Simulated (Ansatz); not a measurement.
## ZrCd2F6: settings compared (Ansatz)

The command:

```bash
ansatz run input.yaml --threads 1 --pin off --max-ram 2560MiB --backend cpu --events-out ev --progress --plain --runs-dir out
```

Input:

```yaml
crystal:
  lattice:
    - [2.942161, 5.09597, 0.0]
    - [-2.942161, 5.09597, 0.0]
    - [0.0, 0.0, 4.599135]
  atoms:
    - { symbol: Zr, position: [0.0, 0.0, 0.0] }
    - { symbol: F, position: [0.16, 0.68, 0.198] }
    - { symbol: F, position: [0.16, 0.16, 0.198] }
    - { symbol: F, position: [0.68, 0.16, 0.198] }
    - { symbol: F, position: [0.84, 0.32, 0.802] }
    - { symbol: F, position: [0.32, 0.84, 0.802] }
    - { symbol: F, position: [0.84, 0.84, 0.802] }
    - { symbol: Cd, position: [0.3333, 0.3334, 0.692] }
    - { symbol: Cd, position: [0.6667, 0.6666, 0.308] }
  symmetry: { tolerance: 0.0003 }
kpoints:
  mp_grid: { grid: [4, 4, 4], shift: [0, 0, 0] }
magnetization:
  spin_polarized: false
scf:
  occupations: { method: gaussian, width: 0.2898 }
hamiltonian:
  pseudopotentials: { kind: paw }
  xc: pbe
basis:
  ecutwfc: 420
output:
  forces: true
  stress: true
  eigenvalues: true
  write_density: true
  write_potential: true
  elf: true
  volumetric_format: npy
```

Origin of the cell: a known structure type with other elements, at an estimated volume, so it need not be a known compound.

Output of this run (shortened):

```
SCF iter   1: F=—  HF=-25546.572639 eV  Δρ=4.57e-3  dr2=4.81e-2
SCF iter   2: F=—  HF=-25546.560304 eV  Δρ=1.63e-3  dr2=6.14e-3
SCF iter   3: F=—  HF=-25546.559034 eV  Δρ=1.19e-3  dr2=1.73e-3
SCF iter   4: F=—  HF=-25546.558663 eV  Δρ=2.71e-4  dr2=9.32e-5
SCF iter   5: F=—  HF=-25546.558673 eV  Δρ=8.05e-5  dr2=1.01e-5
SCF iter   6: F=—  HF=-25546.558676 eV  Δρ=2.52e-5  dr2=5.17e-7
SCF iter   7: F=-25546.558677 eV  HF=-25546.558677 eV  Δρ=8.91e-6  dr2=8.90e-8
SCF 1 converged in 7 iterations: F = -25546.558677 eV  dr2 = 8.90e-8
SCF converged after 7 iterations
Free energy (F): -25546.558677 eV
Harris-Foulkes:  -25546.558677 eV  (|F-HF|=1.41e-8)
Internal energy: -25546.435189 eV  (E = F + TS)
E sigma→0 (E₀):  -25546.496933 eV
Entropy (-TS):   -0.123488 eV (-13.721 meV/atom)
Fermi energy:    7.732846 eV
--- Per-component energies (eV) ---
  E_band       = -1337.681399
  E_kinetic    = 2607.200957
  E_local      = -11199.313075  (includes V_loc(G=0)·N_el)
  E_nonlocal   = 584.815061
  E_hartree    = 4742.588661
  E_xc         = -996.918762
  E_vxc        = -1251.306873  (∫ρ·V_xc dr)
  E_paw        = -12328.096095  (= ΣΔE_a)
  E_vpaw       = -1564.295068  (= ΣTr[D̂ρ^β])
  E_aug_tail   = 0.012445  (compensation charges beyond the density's cutoff)
  E_ewald      = -8956.724380
  E_smearing   = -0.123488  (= −TS)
  Σ components = -25546.558677   (vs F -25546.558677, Δ=0.00e0)
--- Forces (eV/Å), atoms counted from 1 ---
  atom   1  Zr    -0.000000     0.000000     0.000000
  atom   2  F      3.492386    -2.016330     3.087157
  atom   3  F      0.000000     4.032659     3.087157
  atom   4  F     -3.492386    -2.016330     3.087157
  atom   5  F     -3.492386     2.016330    -3.087157
  atom   6  F      3.492386     2.016330    -3.087157
  atom   7  F      0.000000    -4.032659    -3.087157
  atom   8  Cd     0.000000     0.000000    -0.308398
  atom   9  Cd     0.000000     0.000000     0.308398
  max |Σ_I F_I| component: 8.72e-16 eV/Å
--- Stress (GPa, compression-positive) ---
       23.544497       0.000000       0.000000
        0.000000      23.544497       0.000000
        0.000000       0.000000      19.125429
  P = ⅓ Tr σ = 22.0715 GPa (220.715 kbar)
```

The same input was run again with these changes:

1. `scf.eigensolver.kind` default → davidson; `basis.precision` default → f64
2. `basis.xc_grid` default → 2
3. `hamiltonian.hubbard` default → { sites: [{ species: Zr, l: d, u_eff: 5.0 }], double_counting: fll }; `hamiltonian.pseudopotentials` { kind: paw } → { kind: paw, source: jth }; `scf.algorithm` default → density_mixing
4. `scf.n_extra_bands` default → 32

```
 run            end  SCF iterations  P (GPa)  max force component (eV/Å)  moment (μB)  ΔE(σ→0) (meV/atom)
base      converged               7    22.07                       4.033            –                   0
   1      converged               7    22.07                       4.033            –                0.00
   2      converged               7    22.07                       4.033            –                0.00
   3  input refused               0        –                           –            –                   –
   4      converged               7    22.07                       4.033            –                0.00
```

Energies are compared only where functional, datasets, charge and starting cell are the same.

Caveats of the base run: no moments, though an odd count or open d shells may carry them; the k mesh is coarse if the cell is a metal; wide smearing.

The base run took 3.8 s on 1 thread of Intel(R) Xeon(R) 6975P-C (Granite Rapids), with other jobs on the host, peak memory 0.54 GiB, from the program's own first density.
